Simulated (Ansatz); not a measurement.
ZnO: from a starting cell to a relaxed one

The start is a generated trial cell of ZnO in the 4H structure type. The structure is fully relaxed (lattice and positions, P = 0) with PBE (plane waves to 420 eV, PAW, scalar-relativistic; Ansatz, a first-principles code). The first steps use a coarse 8×8×3 k-mesh.

Starting cell:
```
ZnO
1.0
    3.13993     0.00000     0.00000
   -1.56996     2.71925     0.00000
    0.00000     0.00000    10.27931
Zn O
4 4
Direct
  0.00000   0.00000   0.00000
  0.00000   0.00000   0.50000
  0.66667   0.33333   0.75018
  0.33333   0.66667   0.25018
  0.00000   0.00000   0.81216
  0.00000   0.00000   0.31216
  0.66667   0.33333   0.56329
  0.33333   0.66667   0.06329
```

Question: How large is the pressure on the unrelaxed cell, and of which sign?

Answer: +19.3 GPa (positive: the cell is compressed).

Question: By how much does the energy per atom fall from start to end?

Answer: 0.07 eV/atom.

Question: How do the shortest distances between atoms change?

Answer: The closest pairs of elements (up to four, under 3.6 Å), start → end: O–Zn 1.92 → 2.00 Å; O–O 3.14 → 3.26 Å; Zn–Zn 3.14 → 3.26 Å.

Question: Is the relaxed structure metallic? Give its gap.

Answer: 0.69 eV, direct at Γ (no spin-orbit coupling).

Question: Give the final cell and atomic positions.

Answer: 
```cif
data_O4Zn4
_chemical_formula_sum 'Zn4 O4'
_space_group_name_H-M_alt 'P63mc'
_space_group_IT_number 186
_space_group_name_Hall 'P 6c -2c'
_cell_length_a 3.27175
_cell_length_b 3.27175
_cell_length_c 10.62953
_cell_angle_alpha 90.000
_cell_angle_beta 90.000
_cell_angle_gamma 120.000
loop_
_atom_site_label
_atom_site_type_symbol
_atom_site_symmetry_multiplicity
_atom_site_Wyckoff_symbol
_atom_site_fract_x
_atom_site_fract_y
_atom_site_fract_z
_atom_site_occupancy
Zn1 Zn 2 a 0.00000 0.00000 0.00072 1
Zn2 Zn 2 b 0.33333 0.66667 0.25051 1
O1 O 2 a 0.00000 0.00000 0.31208 1
O2 O 2 b 0.33333 0.66667 0.06232 1
```

The space group stays P6₃mc (No. 186) (the run could not lower it); the end is AFLOW prototype AB_hP8_186_ab_ab (B5, as in SiC), with 8 atoms in the primitive cell. Final values are on a 12×12×3 k-mesh of the relaxed cell. No spin polarisation in the result.

The run could not lose the symmetry of its start; a randomly shaken copy of 8 atoms returns to this structure.

The first start was generated by placing the elements on the sites of a structure type. A measured structure of ZnO has the same space group, P6₃mc (No. 186); the sites were not compared with it.
